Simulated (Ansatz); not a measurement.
The elements of this relaxed trial sheet are hidden behind letters. Only a and b repeat, and vacuum parts the sheet from its images along c.

```
lattice vectors (Å)
   3.3345    0.0000    0.0000
   0.0000    3.3345    0.0000
   0.0000    0.0000   30.7163
fractional positions
X 0.0000 0.0000 0.2304
X 0.0000 0.0000 0.3559
Z 0.0000 0.5000 0.2303
Z 0.5000 0.0000 0.2303
Z 0.0000 0.5000 0.3560
Z 0.5000 0.0000 0.3560
```

These are results of DFT PBE+D3(BJ), scalar-relativistic, plane waves, PAW in Ansatz 0.2.0, not measurements. Plane waves to 420 eV, a 12×12×1 mesh through Γ for the 6-atom cell and 0.10 eV Gaussian smearing; no spin polarisation.

| Property | Result |
| --- | --- |
| Layer group | p4/mmm (No. 61) |
| In-plane cell | a = 3.335 Å, b = 3.335 Å, γ = 90.0° |
| Area per atom | 1.85 Å² |
| Thickness between the outermost nuclei | 3.86 Å |
| Formation energy | −1.65 eV/atom |
| Gap on the 12×12×1 mesh of the 6-atom cell | 0 eV (a metal) |

Energies are uncorrected and count from the elements' standard states at the same level.

**Question.** X is a p-block element of period 3 and Z is a p-block element of period 2. Which elements are they?

**Answer.** X = Si, Z = O, so the formula is SiO2. Si at height 0.00 Å has 4 O at 1.67 Å; O at height 0.00 Å has 2 Si at 1.67 Å. Other elements may fit the hints; this set was computed.

A structure relaxed within its symmetry needn't be a true minimum.
